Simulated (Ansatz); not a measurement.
Hf (hcp, Mg type)

```yaml
crystal:
  lattice:
    - [3.20412, 0.00000, 0.00000]
    - [-1.60206, 2.77485, 0.00000]
    - [0.00000, 0.00000, 5.06894]
  atoms:
    - { symbol: Hf, position: [0.33333, 0.66667, 0.75000] }
    - { symbol: Hf, position: [0.66667, 0.33333, 0.25000] }
```

Two coordinates are scanned: the volume, and the ratio of the stretch along z (the conventional c axis) to the stretch across it. Atoms keep their fractional coordinates.

These are PBE (plane waves to 420 eV, PAW, scalar-relativistic; Ansatz, a quantum-chemistry and plane-wave program) values and carry that method's errors. k mesh 17×17×9 (Γ-centred), Fermi-Dirac smearing 0.05 eV. Stress and pressure are positive under compression. With partly filled bands, the response to shear is sensitive to the k mesh, so small differences along c/a are uncertain. Hf is run without spin polarisation. Hf was relaxed with its symmetry unable to fall. Spin-orbit coupling is left out, though Hf is heavy. The PAW data are Ansatz's earlier set.

At one point of the scan the stress tensor (GPa) is:

```
   -5.3      0.0      0.0
    0.0     -5.3      0.0
    0.0      0.0     -0.8
```

Task: Which point is it?
A. V/V₀ = 1.000, (c/a)/(c/a)₀ = 0.920
B. V/V₀ = 1.040, (c/a)/(c/a)₀ = 0.960
C. V/V₀ = 1.040, (c/a)/(c/a)₀ = 0.920
D. V/V₀ = 1.027, (c/a)/(c/a)₀ = 1.000

Result: B, V/V₀ = 1.040, (c/a)/(c/a)₀ = 0.960

(Under strain, the slope of the energy per volume gives the stress and its curvature an elastic modulus.)
